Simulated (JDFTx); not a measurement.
An input for JDFTx (a modified build) (Mg(1 0 -1 2), CANDLE, water, 2 M NaF; bohr, hartree) and the course of its log:

```
lattice \
  5.9942491374 0.0000000000 0.0000000000 \
  0.0000000000 14.2191149675 0.0000000000 \
  0.0000000000 0.0000000000 50.2667149150
coords-type Lattice
ion Mg 0.0000000000 0.8935397986 -0.1995054604 0
ion Mg 0.5000000000 0.5715802702 -0.1528860360 0
ion Mg 0.5000000000 0.1604378442 -0.1293651070 0
ion Mg 0.0000000000 0.8381529927 -0.0823232500 0
ion Mg 0.0000000000 0.4270105667 -0.0588023210 0
ion Mg 0.5000000000 0.1047257153 -0.0117604640 0
ion Mg 0.5000000000 0.6935832893 0.0117604640 0
ion Mg 0.0000000000 0.3712984377 0.0588023210 0
ion Mg 0.0000000000 0.9601560117 0.0823232500 0
ion Mg 0.5000000000 0.6378711603 0.1293651070 0
ion Mg 0.5000000000 0.2267287343 0.1528860360 0
ion Mg 0.0000000000 0.9047692059 0.1995054604 0
ion-species pseudo/mg_pbe_v1.4.upf
elec-cutoff 20 100
elec-ex-corr gga-PBE
coulomb-interaction Slab 001
coulomb-truncation-embed 0 0 0
kpoint-folding 8 4 1
elec-smearing Fermi 0.01
elec-n-bands 78
target-mu -0.089668
electronic-scf nIterations 100 energyDiffThreshold 1e-07
fluid LinearPCM
pcm-variant CANDLE
fluid-solvent H2O
fluid-cation Na+ 2
fluid-anion F- 2
fluid-minimize nIterations 400 knormThreshold 1e-12
wavefunction read f0.wfns
elec-initial-eigenvals f0.eigenvals
elec-initial-fillings read f0.fillings
fluid-initial-state f0.fluidState
dump-name f0_u0.$VAR
dump End State Ecomponents EigStats BandEigs Forces ElecDensity IonicPositions Fillings Kpoints Dtot FluidDebug BoundCharge FluidDensity
```

```
[one cycle in 5 is shown, and the last three; fluid-solver lines are left out]
	FillingsUpdate:  mu: -0.089668000  nElectrons: 123.918636
SCF: Cycle:  0   G: -740.122678135865158   dG: +1.004e+00   |Residual|: 8.917e-02   |deigs|: 2.439e-06
	FillingsUpdate:  mu: -0.089668000  nElectrons: 123.763166
SCF: Cycle:  5   G: -740.121957996707806   dG: +8.815e-01   |Residual|: 8.725e-02   |deigs|: 1.650e-02
	FillingsUpdate:  mu: -0.089668000  nElectrons: 123.308648
SCF: Cycle: 10   G: -740.181136380454745   dG: +2.705e-01   |Residual|: 8.393e-02   |deigs|: 3.776e-03
	FillingsUpdate:  mu: -0.089668000  nElectrons: 120.080773
SCF: Cycle: 15   G: -741.107613007288023   dG: -6.688e-02   |Residual|: 1.174e-02   |deigs|: 7.316e-03
	FillingsUpdate:  mu: -0.089668000  nElectrons: 119.139136
SCF: Cycle: 20   G: -741.084776964454704   dG: +1.794e-02   |Residual|: 1.178e-02   |deigs|: 1.172e-03
	FillingsUpdate:  mu: -0.089668000  nElectrons: 119.186468
SCF: Cycle: 25   G: -741.064213726380672   dG: -1.109e-02   |Residual|: 1.495e-02   |deigs|: 6.399e-04
	FillingsUpdate:  mu: -0.089668000  nElectrons: 119.409210
SCF: Cycle: 30   G: -741.072378516597723   dG: -1.640e-02   |Residual|: 2.129e-02   |deigs|: 2.440e-03
	FillingsUpdate:  mu: -0.089668000  nElectrons: 119.589173
SCF: Cycle: 35   G: -741.099885509719343   dG: +2.375e-02   |Residual|: 2.017e-02   |deigs|: 2.272e-03
	FillingsUpdate:  mu: -0.089668000  nElectrons: 119.947247
SCF: Cycle: 40   G: -741.111586365457924   dG: +7.222e-03   |Residual|: 1.408e-02   |deigs|: 1.284e-03
	FillingsUpdate:  mu: -0.089668000  nElectrons: 119.616187
SCF: Cycle: 45   G: -741.101569039150831   dG: -4.664e-03   |Residual|: 1.553e-02   |deigs|: 7.091e-04
	FillingsUpdate:  mu: -0.089668000  nElectrons: 119.793038
SCF: Cycle: 50   G: -741.111187180149045   dG: +3.248e-03   |Residual|: 1.219e-02   |deigs|: 1.200e-03
	FillingsUpdate:  mu: -0.089668000  nElectrons: 119.563268
SCF: Cycle: 55   G: -741.098890686660638   dG: +6.341e-04   |Residual|: 1.542e-02   |deigs|: 8.735e-04
	FillingsUpdate:  mu: -0.089668000  nElectrons: 120.312471
SCF: Cycle: 60   G: -741.069964167104786   dG: -1.014e-03   |Residual|: 1.952e-02   |deigs|: 5.072e-04
	FillingsUpdate:  mu: -0.089668000  nElectrons: 120.663902
SCF: Cycle: 65   G: -740.986169952276896   dG: -1.322e-02   |Residual|: 3.155e-02   |deigs|: 8.376e-04
	FillingsUpdate:  mu: -0.089668000  nElectrons: 119.846308
SCF: Cycle: 70   G: -741.119777651205936   dG: -1.916e-02   |Residual|: 1.466e-02   |deigs|: 1.726e-03
	FillingsUpdate:  mu: -0.089668000  nElectrons: 121.624953
SCF: Cycle: 75   G: -740.770038857219106   dG: +1.180e-01   |Residual|: 5.355e-02   |deigs|: 3.012e-03
	FillingsUpdate:  mu: -0.089668000  nElectrons: 121.066234
SCF: Cycle: 80   G: -741.081869640309947   dG: +3.188e-02   |Residual|: 2.863e-02   |deigs|: 6.722e-03
	FillingsUpdate:  mu: -0.089668000  nElectrons: 119.641910
SCF: Cycle: 85   G: -741.112613078275558   dG: +1.011e-02   |Residual|: 1.376e-02   |deigs|: 3.214e-03
	FillingsUpdate:  mu: -0.089668000  nElectrons: 119.547404
SCF: Cycle: 90   G: -741.098059543751674   dG: +2.348e-04   |Residual|: 1.633e-02   |deigs|: 9.690e-05
	FillingsUpdate:  mu: -0.089668000  nElectrons: 119.788560
SCF: Cycle: 95   G: -741.116070241340253   dG: +1.918e-03   |Residual|: 1.534e-02   |deigs|: 1.416e-03
	FillingsUpdate:  mu: -0.089668000  nElectrons: 120.407780
SCF: Cycle: 97   G: -741.043236461592983   dG: +7.734e-02   |Residual|: 2.383e-02   |deigs|: 5.855e-03
	FillingsUpdate:  mu: -0.089668000  nElectrons: 119.904897
SCF: Cycle: 98   G: -741.104017001420061   dG: -6.078e-02   |Residual|: 1.430e-02   |deigs|: 3.654e-03
	FillingsUpdate:  mu: -0.089668000  nElectrons: 119.795238
SCF: Cycle: 99   G: -741.105630592972602   dG: -1.614e-03   |Residual|: 1.470e-02   |deigs|: 8.582e-04
SCF: None of the convergence criteria satisfied after 100 iterations.
IonicMinimize: Iter:   0  G: -741.105630592972602  |grad|_K:  0.000e+00
IonicMinimize: Converged (|grad|_K<1.000000e-04).
```

This run gave no converged result. The electronic loop ended without meeting its threshold, so the last energy, electron count and forces aren't results.
